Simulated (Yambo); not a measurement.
Yambo run on Al₂O₃ (corundum, space group R-3c, No. 167). The wavefunctions are norm-conserving PBEsol (Quantum ESPRESSO, 84 Ry, no spin-orbit coupling) ones on a 4×4×4 mesh (24 occupied bands); a = b = c = 5.1780 Å, α = β = γ = 55.29°.

Yambo input:

```
rim_cut
gw0
dyson
el_el_corr
HF_and_locXC
cohsex
em1s
RandQpts= 1000000
RandGvec= 1 Ry
EXXRLvcs= 84 Ry
VXCRLvcs= 336 Ry
Chimod= "HARTREE"
% BndsRnXs
 1 | 169 |
%
NGsBlkXs= 8 Ry
% LongDrXs
 1.0 | 1.0 | 1.0 |
%
ExtendOut
% QPkrange
 1 | 1 | 24 | 25 |
%
```

k points by index: 1 = Γ.

Resulting energies as the program prints them:

```
#    K-point    Band    Eo [eV]    E [eV]    E-Eo [eV]    Vxc [eV]    Vnlxc [eV]    Sc|Eo [eV]    Re(Z)    Im(Z)
#
    1    24    0.000000    -3.277336    -3.277336    -20.06648    -25.65367    2.309858    1.000000    0.000000
    1    25    5.822561    5.970141    0.147581    -13.82023    -8.964780    -4.707868    1.000000    0.000000
```
(The two width columns are left out.) Convergence of these settings isn't established.

Geometry of the Materials Project entry, not relaxed at this level.
